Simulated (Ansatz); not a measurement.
**Property card for Se**

Se:
Space group Pm-3m (No. 221); a = b = c = 2.8139 Å, α = β = γ = 90.00°

```csv
atom,site,symmetry,x,y,z
Se,1a,m-3m,0.0000,0.0000,0.0000
```

Space group Pm-3m (No. 221), simple cubic; conventional cell a = 2.814 Å, b = 2.814 Å, c = 2.814 Å, α = 90.00°, β = 90.00°, γ = 90.00°.

Method: the program Ansatz at the r²SCAN level (PAW). Geometry: relaxed at this level of theory. Other levels are named where they apply.

**Cell and energy**

| Item | Value |
|---|---|
| Volume per atom | 22.28 Å³ |
| Density | 5.89 g/cm³ |

**Electronic structure**

| Item | Value |
|---|---|
| Electronic character | metallic (no gap) |
| Density of states at the Fermi level | 0.49 states/eV per atom (mean over ±0.08 eV) |
| Gap with spin–orbit coupling | none (metallic) |

**Mechanics**

| Property | Result |
|---|---|
| Bulk modulus (Birch–Murnaghan fit) | 76.7 GPa |
| Pressure derivative B′ | 4.2 |
| Elastic constants (relaxed ions, GPa) | C11 = 113, C12 = 58.4, C44 = 8.2 |
| Mechanical stability | stable (all eigenvalues of C positive) |
| Hill bulk and shear moduli | 76.6 and 13.6 GPa |
| Young's modulus | 38.5 GPa |
| Poisson's ratio | 0.42 |
| Debye temperature from the elastic constants | 183 K |

The first step of the workflow began from a Materials Project structure, measured or hypothetical; the Crystallography Open Database copy checked does not list it. It is not the phase usual at ambient conditions (space group No. 152). The cell was relaxed with r²SCAN under the symmetry of its start; its stability against distortions is not shown here. As this level gives no gap, shear constants depend on the k-mesh and smearing (Fermi–Dirac, 0.1 eV here). Spin–orbit coupling is left out wherever it is not named.

Potentials: the earlier of the program's two PAW sets. The files were generated under PBE; for other functionals the program regenerates the frozen cores, and for LDA and PBEsol the local potential too.
